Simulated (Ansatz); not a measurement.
One stationary structure of TiAl. Space group P4/mmm (No. 123), AFLOW prototype AB_tP2_123_a_d (L1_0, as in CuAu). These are PBE (plane waves to 420 eV, PAW, scalar-relativistic; Ansatz, a first-principles code) values and carry that method's errors.

Space group P4/mmm (No. 123); a = 2.824 Å, b = 2.824 Å, c = 4.071 Å, α = 90.00°, β = 90.00°, γ = 90.00°

```csv
atom,site,symmetry,x,y,z
Al,1d,4/mmm,0.5000,0.5000,0.5000
Ti,1a,4/mmm,0.0000,0.0000,0.0000
```

For TiAl, the volume per atom is 16.24 Å³, the density is 3.83 g/cm³ and the band gap is no gap (metallic). The shortest distances is Al–Al 2.82 Å; Ti–Ti 2.82 Å; Al–Ti 2.85 Å. The k-mesh comes out as 16×16×12.

Band energies at high-symmetry points (eV from the Fermi level; labels of this space group; no spin-orbit coupling), from −5 eV up to 3.5 eV:

```
point                                energies
-----  --------------------------------------
Γ            -1.86 -0.84 -0.36 2.16 2.16 3.30
X           -4.56 -4.52 -1.70 -0.25 1.74 2.52
M         -3.18 -0.46 -0.46 -0.40 -0.21 -0.21
Z                   -0.68 0.64 1.81 1.81 3.31
R      -4.91 -2.93 -1.20 -1.15 1.37 1.79 2.29
A            -2.51 -2.25 -2.25 1.75 2.13 2.70
```

No spin polarisation in the result.

The run could not lose the symmetry of its start.

The first start was generated by a random draw of sites in a space group. A measured structure of TiAl has the same space group, P4/mmm (No. 123); the sites were not compared with it.
